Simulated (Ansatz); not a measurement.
Problem. Name crystals whose computed values (DFT-PBEsol in the program Ansatz with PAW potentials) fall in these windows: electron conductivity mass (mₑ) 0.074 to 0.096; HSE06 gap (eV) 0.30 to 0.42.

Solution. 

| crystal | electron conductivity mass (mₑ) | HSE06 gap (eV) |
|---|---|---|
| SnTePbSe, R3m (Sn on 3a, Te on 3a, Pb on 3a, Se on 3a) | 0.086 | 0.35 |
Others may fit too.

Standing as an ambient phase not checked: SnTePbSe, R3m (Sn on 3a, Te on 3a, Pb on 3a, Se on 3a). The cell was relaxed under the symmetry of its start. Scalar-relativistic: spin–orbit coupling is off unless named, which matters more the heavier the elements.

Potentials: the later of the program's two PAW sets.
